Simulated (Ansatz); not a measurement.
HfN (rock salt)

```
HfN
1.0
    0.00000     2.26297     2.26297
    2.26297     0.00000     2.26297
    2.26297     2.26297     0.00000
N Hf
1 1
Direct
  0.00000   0.00000   0.00000
  0.50000   0.50000   0.50000
```

In each cell atom 1 (N, nearest neighbour Hf at 2.263 Å; its periodic images, 3.2 Å or more away, move with it) moves by s·(0.000, 0.000, 1.000) (along Cartesian z), the rest being held.

Calculation: r2SCAN (plane waves to 500 eV, PAW, scalar-relativistic; Ansatz, a program for electronic structure). k mesh 14×14×14 (Γ-centred), Fermi-Dirac smearing 0.05 eV. The energy includes the smearing's −TS. Left out: 4 of 11 points, with atoms too close for the PAW data. With partly filled bands, energies and forces of such displacements shift with the k mesh and the smearing. HfN is run without spin polarisation. HfN was relaxed with its symmetry unable to fall. Spin-orbit coupling is left out, though Hf is heavy. The PAW data are Ansatz's earlier set. The zero of ΔE is the undisplaced structure.

### Question
Give the computed ΔE (meV/cell) at s (Å) = -0.408, -0.272, -0.136, 0.136, 0.272, 0.408.

### Answer
| s (Å) | ΔE (meV/cell) |
|---|---|
| -0.408 | 1099 |
| -0.272 | 448 |
| -0.136 | 108 |
| 0.136 | 108 |
| 0.272 | 448 |
| 0.408 | 1099 |

(For displaced atoms, the force is minus the slope of the energy, and its curvature is a force constant, which sets phonon frequencies.)
